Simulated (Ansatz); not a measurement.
**Moments of Mn2As against volume**

Level of theory: Ansatz, DFT PBEsol, scalar-relativistic, plane waves, PAW.

```
Mn As
1.0
     3.76900    0.00000    0.00000
     0.00000    3.76900    0.00000
     0.00000    0.00000    6.27800
Mn As
4 2
Direct
  0.00000 0.00000 0.00000
  0.50000 0.50000 0.00000
  0.50000 0.00000 0.67000
  0.00000 0.50000 0.33000
  0.50000 0.00000 0.26500
  0.00000 0.50000 0.73500
```

```json
{"plane-wave cutoff": "420 eV", "Γ-centred k-mesh": "10×10×6", "occupation rule": "Gaussian smearing, 0.1 eV", "list of starting moments (μB, in atom order)": "4 4 4 4 0 0", "check for lower electronic states after the SCF": "off"}
```

The cell is scaled evenly at fixed fractional positions, V₀ being the volume of the cell shown; start: ferromagnetic. The states are those that the runs reached from these starts; a lower one can exist. Energies are extrapolated to zero smearing.

Site moments are spin moments in atom-centred spheres that scale with the neighbour distance.

```csv
V/V₀,E above lowest (meV/atom),P (GPa),cell moment (μB),site moments (μB)
0.800,57.5,13.3,6.46,"Mn +1.08 (×2), Mn +2.07 (×2), As -0.05 (×2)"
0.860,0.0,5.2,9.36,"Mn +1.78 (×2), Mn +2.77 (×2), As -0.07 (×2)"
0.920,0.1,-5.1,9.98,"Mn +1.88 (×2), Mn +3.01 (×2), As -0.08 (×2)"
0.960,29.2,-10.3,10.25,"Mn +1.92 (×2), Mn +3.12 (×2), As -0.09 (×2)"
1.000,75.4,-14.2,10.53,"Mn +1.96 (×2), Mn +3.23 (×2), As -0.10 (×2)"
1.040,134.2,-16.7,10.93,"Mn +2.06 (×2), Mn +3.35 (×2), As -0.11 (×2)"
1.100,226.6,-16.3,12.39,"Mn +2.43 (×2), Mn +3.63 (×2), As -0.10 (×2)"
1.180,343.0,-16.0,14.04,"Mn +3.02 (×2), Mn +3.83 (×2), As -0.10 (×2)"
```